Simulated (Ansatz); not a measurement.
## PbIF: reading a single point

```yaml
crystal:
  lattice:
    - [4.24881, 0.00000, 0.00000]
    - [0.00000, 4.24881, 0.00000]
    - [0.00000, 0.00000, 8.82370]
  atoms:
    - { symbol: Pb, position: [0.25000, 0.25000, 0.16392] }
    - { symbol: Pb, position: [0.75000, 0.75000, 0.83608] }
    - { symbol: I, position: [0.25000, 0.25000, 0.66297] }
    - { symbol: I, position: [0.75000, 0.75000, 0.33703] }
    - { symbol: F, position: [0.75000, 0.25000, 0.00000] }
    - { symbol: F, position: [0.25000, 0.75000, 0.00000] }
```

Single point in Ansatz 0.2.0 with r2SCAN, no spin polarisation. Cutoff 500 eV, PAW datasets, 6×6×3 Γ-centred k mesh, cold filling (width 0.0997 eV).

Problem. Is there a gap, and of what kind?

Solution. The gap is 2.14 eV, direct at the points sampled.

Problem. Which orbitals make up the band edges?

Solution. Within 0.7 eV of the edges, the states project mainly on I p (86 %) below the gap and on Pb p (82 %) above it.

Problem. What is the formation energy?

Solution. -1.67 eV an atom against the elements' usual phases (free molecules for gases, crystals otherwise, with no correction for O₂ or N₂), so it is bound against them; other compounds may still compete. Relaxing would lower it.

Problem. Which element gives electrons and which takes them?

Solution. Bader charges in e: Pb +1.37, I -0.56, F -0.81. In the mean Pb gives up most and F takes most.

Origin: a database entry at a rescaled volume. Caveats: no spin-orbit coupling, which can shift this gap by tenths of an eV; the mesh misses a band edge that the path finds.
